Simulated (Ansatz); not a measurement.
Ca:
```yaml
crystal:
  lattice:
    - [-2.10822, 2.10822, 2.10822]
    - [2.10822, -2.10822, 2.10822]
    - [2.10822, 2.10822, -2.10822]
  atoms:
    - { symbol: Ca, position: [0.00000, 0.00000, 0.00000] }
```

Relaxed with LDA. Special points in fractions of this cell's reciprocal vectors: Γ (0.000, 0.000, 0.000); H (0.500, -0.500, 0.500); N (0.000, 0.000, 0.500); P (0.250, 0.250, 0.250).

Task: List the band energies nearest the Fermi level at these points for LDA (plane waves, PAW; program Ansatz).

Result: In eV from the Fermi level; about four levels below and three above (degenerate sets whole), none deeper than 8.9 eV; points with the same levels are listed once.

| k | below | above |
|---|---|---|
| Γ | -4.28 | 2.33 2.33 2.33 |
| H | -0.13 -0.13 | 4.42 4.42 4.42 |
| N | -1.02 | 0.15 1.26 3.45 |
| P | – | 0.34 0.34 0.34 |

Space group Im-3m (bcc (W type)). This is a known high-temperature phase of the composition, computed here at zero pressure and temperature. The cell was relaxed with LDA under the symmetry of its start; its stability against distortions is not shown here.

Potentials: the earlier of the program's two PAW sets.
